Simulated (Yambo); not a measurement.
```
AlN
1.0
    3.11313     0.00000     0.00000
   -1.55656     2.69605     0.00000
    0.00000     0.00000     4.98281
N Al
2 2
Direct
  0.66667   0.33333   0.88097
  0.33333   0.66667   0.38097
  0.66667   0.33333   0.49903
  0.33333   0.66667   0.99903
```

AlN (wurtzite, space group P6_3mc, No. 186): mean Im ε in 1 eV windows above the direct gap of 5.58 eV, for different electron-hole kernels (Yambo, broadening 0.15 eV, PBEsol (Quantum ESPRESSO, PseudoDojo norm-conserving, 84 Ry, no spin-orbit coupling) bands; 9×9×6 mesh, 5 valence and 3 conduction bands, static screening with 23 bands and a 4 Ry block, scissor 1.48 eV, Tamm-Dancoff; field along x).

| window (eV) | independent quasiparticles | RPA (no attraction) | BSE |
|---|---|---|---|
| 5.6 to 6.6 | 0.6 | 0.5 | 3.1 |
| 6.6 to 7.6 | 1.7 | 1.3 | 8.5 |
| 7.6 to 8.6 | 5.4 | 4.2 | 8.2 |
| 8.6 to 9.6 | 8.0 | 7.3 | 3.9 |

This run doesn't resolve bound excitons or single peaks, so only averages are given, and they too depend on the mesh; weight that the attraction moves below the gap isn't listed. All transitions below 9.99 eV are in the band window. The scissor comes from a G0W0 run whose convergence isn't established.

Geometry relaxed with PBEsol.
